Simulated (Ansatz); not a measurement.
All numbers below come from DFT PBE, scalar-relativistic, plane waves, PAW (Ansatz 0.2.0). All cells share a 420 eV cutoff and Γ-centred k meshes spaced at most about 0.3 Å⁻¹ (about 0.25 or finer for metals, 2π included). Collinear spin in cells that started with moments and kept them past the coarse steps, no spin elsewhere.

These are static total energies at zero pressure. All come from trial cells, and lower structures may exist.

Question: Order these relaxed structures of TiFeC4N4 by energy, lowest first, with the energy over the lowest of them.
1.

Space group P4/mmm (No. 123). a = 7.304 Å, b = 7.304 Å, c = 3.306 Å, α = 90.00°, β = 90.00°, γ = 90.00°
```csv
atom,site,symmetry,x,y,z
Ti,1a,4/mmm,0.0000,0.0000,0.0000
Fe,1c,4/mmm,0.5000,0.5000,0.0000
C,4j,m.2m,0.2074,0.7926,0.0000
N,4j,m.2m,0.3211,0.6789,0.0000
```

2.

Space group P-43m (No. 215). a = 6.001 Å, b = 6.001 Å, c = 6.001 Å, α = 90.00°, β = 90.00°, γ = 90.00°
```tsv
atom	site	symmetry	x	y	z
Ti	1a	-43m	0.0000	0.0000	0.0000
Fe	1b	-43m	0.5000	0.5000	0.5000
C	4e	.3m	0.2023	0.2023	0.2023
N	4e	.3m	0.3156	0.3156	0.3156
```

Answer: 2 (0 meV/atom), 1 (72 meV/atom). Forms: 2 P-43m, moments up to 2.8 μB; 1 P4/mmm, moments up to 1.5 μB. Even the lowest lies +0.30 eV/atom against the elements.

In such compounds of Fe and Ti a zero gap at this level may well be an artefact, since no Hubbard U is applied. Another magnetic order may lie lower. Cells relaxed within their symmetry can be saddle points. Some types were kept out of the candidates beforehand, so the set may lack a known form.
